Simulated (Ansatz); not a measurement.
**Data sheet: CsLaS$_{2}$ (DFT)**

CsLaS2:
```
CsLaS2
1.0
    2.16895     1.25225     8.07963
   -2.16895     1.25225     8.07963
    0.00000    -2.50449     8.07963
Cs La S
1 1 2
Direct
  0.00000   0.00000   0.00000
  0.50000   0.50000   0.50000
  0.22918   0.22918   0.22918
  0.77082   0.77082   0.77082
```

Space group R-3m (No. 166); conventional cell a = b = 4.3379 Å, c = 24.2389 Å, α = β = 90.00°, γ = 120.00°.

Method: the program Ansatz at the r²SCAN level (PAW). Geometry: relaxed at this level of theory. Other levels are named where they apply.

Cell and energy:

| Property | Value |
|---|---|
| Volume per atom | 32.92 Å³ |
| Density | 4.24 g/cm³ |
| Formation energy from the elements (no fitted shifts) | -2.18 eV/atom |

Electronic structure:

| Quantity | Value |
|---|---|
| Band gap | 2.84 eV (indirect) |
| Valence-band maximum | at Γ |
| Conduction-band minimum | at F (3 equivalent valleys) |
| Smallest direct gap on the standard path | 3.02 eV |
| Electron effective mass | 0.42, 0.48, 1.5 mₑ (principal values) |
| Hole effective mass, band 1 of 2 at the edge | 1.5 along x, 2.9 along z (mₑ) |
| Hole effective mass, band 2 of 2 at the edge | 0.38 along x, 2.9 along z (mₑ) |
| HSE06 gap on the r²SCAN cell | 3.35 eV |

Mechanics:

| Item | Result |
|---|---|
| Bulk modulus (Birch–Murnaghan fit) | 39.2 GPa |
| Pressure derivative B′ | 4.7 |

Charges:

| Item | Value |
|---|---|
| Bader charges | Cs +0.79, La +1.94, S -1.37 e |

The first step of the workflow began from a Materials Project structure, measured or hypothetical; the Crystallography Open Database copy checked does not list it. Whether it is the stable phase at ambient conditions was not checked. The r²SCAN relaxation kept the symmetry of its start; its stability against distortions is not shown here. The references are the lowest solids computed at this level, not always the standard phases. Spin–orbit coupling is left out wherever it is not named.

Potentials: the later of the program's two PAW sets.
